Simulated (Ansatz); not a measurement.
ZrAg:
```
CELL_PARAMETERS angstrom
      0.00000     2.81788     2.81788
      2.81788     0.00000     2.81788
      2.81788     2.81788     0.00000
ATOMIC_POSITIONS crystal
  Ag 0.00000 0.00000 0.00000
  Zr 0.50000 0.50000 0.50000
```

Relaxed with r²SCAN.

Q: Map the valence electron density (e/Å³), cut off at 4 on the plane through (0.000, 0.000, 0.000) spanned by u = [1, 0, 0] and v = [0, 1, -1] in lattice vectors, from DFT-r²SCAN in the program Ansatz with PAW potentials.

A: x is the fraction of u, y of v (the angle between them is 90°; rows are the nearest grid lines); atoms in the plane: Ag at (0.00, 0.00), Zr at (0.50, 0.50).
```
|999941000000000149999|
|999941000000000149999|
|999720000000000027999|
|997310000000000013799|
|442100000000000001244|
|110000000010000000011|
|000000012333210000000|
|000000135777531000000|
|000000258999852000000|
|000000379989973000000|
|000001379868973100000|
|000000379989973000000|
|000000258999852000000|
|000000135777531000000|
|000000012333210000000|
|110000000010000000011|
|442100000000000001244|
|997310000000000013799|
|999720000000000027999|
|999941000000000149999|
|999941000000000149999|
```
Scale: ten equal steps from 0.114 (start of '0') to 4.00 (end of '9'), in the order '0123456789'; x runs from 0.000 to 1.00, y from 0.000 (bottom) to 1.00 (top).

The density is the valence pseudo-density with augmentation charge, so density and ELF within about 1 Å of a nucleus are not all-electron values.

Space group Fm-3m (rock salt). The start of the workflow was typed in or built on a structure type; neither database checked (COD, Materials Project) lists it. COD files the formula under space group No. 129. Its standing as an ambient phase is unchecked. The cell was relaxed with r²SCAN under the symmetry of its start. At this level the phase is mechanically unstable. No spin polarisation was allowed. Its formation energy is positive at this level, so the cell may be metastable or incomplete.

Potentials: the later of the program's two PAW sets.
